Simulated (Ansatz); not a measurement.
Here is the system:

Nb:
```xyz
1
Lattice="0.0000 2.0851 2.0851 2.0851 0.0000 2.0851 2.0851 2.0851 0.0000" Properties=species:S:1:pos:R:3 pbc="T T T"
Nb     0.0000     0.0000     0.0000
```

This is the PBEsol-relaxed structure.

Problem. All from plane-wave PAW PBEsol (Ansatz code), unless another level is named. Estimate the bulk modulus (Birch–Murnaghan fit).

Solution. 174 GPa.

Problem. And the elastic constants (relaxed ions, GPa)?

Solution. C11 = -22.8, C12 = 273, C44 = -64.7.

Space group Fm-3m (fcc (Cu type)). The workflow started from an entry of the Crystallography Open Database (COD), which files this formula under 2 space groups. It is not the phase usual at ambient conditions (space group No. 229). The cell was relaxed with PBEsol under the symmetry of its start. At this level the phase is mechanically unstable. The run is not spin-polarised. As this level gives no gap, shear constants depend on the k-mesh and smearing (Fermi–Dirac, 0.1 eV here).

Potentials: the later of the program's two PAW sets.
